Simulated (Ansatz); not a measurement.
In2Ag in space group I4/mcm (No. 140; In on 8h, Ag on 4a) at seven volumes, DFT-r²SCAN in the program Ansatz with PAW potentials, shape and atoms relaxed at each. One row is withheld.

| V (Å³/atom) | P (GPa) |
|---|---|
| 20.397 | 7.62 |
| 21.069 | 4.56 |
| 21.741 | ? |
| 22.414 | 0.00 |
| 23.086 | -1.67 |
| 23.759 | -3.01 |
| 24.431 | -4.08 |

Problem. Fit the shown pressures and predict the withheld one.

Solution. Third-order Birch–Murnaghan: P = (3/2)B₀(x^(7/2) − x^(5/2))[1 + (3/4)(B′ − 4)(x − 1)] with x = (V₀/V)^(2/3). Least squares on the six rows gives V₀ = 22.413 Å³/atom, B₀ = 61.27 GPa, B′ = 5.92. At V = 21.741, x = 1.0205 and P = 2.04 GPa. The run itself gave 2.05 GPa.

The workflow started from an entry of the Crystallography Open Database (COD). Whether it is the stable phase at ambient conditions was not checked. Symmetry was held in the r²SCAN relaxation; its stability against distortions is not shown here. The run is not spin-polarised.

Potentials: the later of the program's two PAW sets.
